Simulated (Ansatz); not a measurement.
WC, DFT, PBEsol, PAW with Ansatz's default frozen-core files, scalar-relativistic (Ansatz 0.2.0), run on 1 thread of Arm Neoverse V1 on a shared host.

The structure is an experimental refinement, used without relaxation. The listed cell was then made from it by scaling, straining or moving an atom.

Command: `ansatz run input.yaml --threads 1 --pin off --max-ram 3072MiB --backend cpu --events-out ev --progress --plain --runs-dir out`

```yaml
crystal:
  lattice:
    - [2.8712014385, 0.0, 0.0]
    - [-1.4356007192, 2.4865333851, 0.0]
    - [0.0, 0.0, 2.8004222886]
  atoms:
    - { symbol: W, position: [0.0, 0.0, 0.0] }
    - { symbol: C, position: [0.6666666667, 0.3333333333, 0.5] }
kpoints:
  mp_grid: { grid: [13, 13, 12] }
scf:
  occupations: { method: fermi_dirac, width: 0.05 }
hamiltonian:
  xc: pbesol
  pseudopotentials: { kind: paw }
output:
  forces: true
  stress: true
  eigenvalues: true
  efg: { contact_densities: true }
```

(1) How large is the problem that the program sets up?

(2) Estimate the wall time and the peak memory.

(3) And the same cell and mesh by LAPW (all electrons), asked for forces, stress, eigenvalues, on the same hardware?

## Answers

(1) 147 irreducible k-points, 405 plane waves at Γ, 13 bands.

(2) 5.3 s of wall time for 6 SCF iterations, with a peak of 0.38 GiB. Times on shared machines scatter by tens of per cent.

(3) 61 s, peak memory 0.47 GiB.
